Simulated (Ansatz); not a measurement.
## Stationary points along a deformation path in KTaO3

All numbers below come from DFT r2SCAN, scalar-relativistic, plane waves, PAW (Ansatz). The runs took a 500 eV cutoff, a Γ-centred 6×6×6 mesh and Gaussian smearing (0.05 eV). Spin–orbit coupling is left out, which matters for the heavy elements here. No spin polarisation. Energies are free energies at this smearing, counted from the undisturbed cell; pressure is positive in compression.

Reference structure (as given, not relaxed at this level; it stands at 0.3 GPa):

```
K Ta O
1.0
     3.98830    0.00000    0.00000
     0.00000    3.98830    0.00000
     0.00000    0.00000    3.98830
K Ta O
1 1 3
Direct
  0.50000 0.50000 0.50000
  0.00000 0.00000 0.00000
  0.50000 0.00000 0.00000
  0.00000 0.50000 0.00000
  0.00000 0.00000 0.50000
```

At fixed volume and fractional coordinates, lengths along (0.000, 0.000, 1.000) are scaled against those across it; ρ is that ratio over its starting value. V = 12.688 Å³/atom. Δσ is the stress along the axis less the mean stress across it (compression positive).

| ρ | ΔE (meV/atom) | Δσ (GPa) | space group |
| --- | --- | --- | --- |
| 0.650 | 3197.6 | 342.43 | P4/mmm |
| 0.707 | 1857.1 | 251.58 | P4/mmm |
| 0.780 | 832.3 | 148.51 | P4/mmm |
| 0.850 | 317.7 | 81.71 | P4/mmm |
| 0.920 | 76.1 | 36.16 | P4/mmm |
| 0.960 | 17.4 | 16.50 | P4/mmm |
| 1.000 | 0.0 | 0.00 | Pm-3m |
| 1.050 | 23.0 | -17.51 | P4/mmm |
| 1.100 | 84.9 | -32.71 | P4/mmm |
| 1.200 | 296.9 | -59.40 | P4/mmm |
| 1.300 | 599.9 | -84.28 | P4/mmm |
| 1.414 | 1036.2 | -112.87 | P4/mmm |
| 1.500 | 1422.3 | -135.26 | P4/mmm |

Problem. How does the stress give the slope of the energy, and where is the energy stationary?

Solution. Along the path d ln(length) is 2/3 d ln ρ on the axis and −1/3 d ln ρ across it, so dE/d ln ρ = −(2/3) V Δσ: the energy falls with ρ where Δσ is positive. Δσ vanishes or changes sign at ρ = 1.000 (Pm-3m), a minimum at 0.0 meV/atom. Pairs of stationary points between two samples would go unseen, and could change a minimum read from distant neighbours into a maximum. At ρ = 1.000 the cell is cubic, where symmetry alone makes the stress isotropic and the slope zero.

Problem. Which shear constant sets the curvature at ρ = 1?

Solution. For a cubic crystal E/V = (2/3) C (ln ρ)² with C = C′ = (C11 − C12)/2, so Δσ = −2C ln ρ. The parabola of Δσ against ln ρ through ρ = 0.960, 1 and 1.050 gives C ≈ 192 GPa with the ions clamped, rough because the steps are large.

Problem. Integrate that slope from ρ = 1 to 0.850 by the trapezoid rule.

Solution. With V/N in Å³ and 1 eV/Å³ = 160.2 GPa the slopes at ρ = 1.000, 0.960, 0.920, 0.850 are 0, -871, -1909, -4314 meV/atom per unit of ln ρ. The steps add 17.8 + 59.2 + 246.2 = 323.2 meV/atom, against 317.7 from the energies; the trapezoid rule misses the curvature of the slope within each step.

The gap closes along the scan, which can put kinks into the curve.

Symmetry holds off the tilts and polar distortions that many cubic perovskites undergo.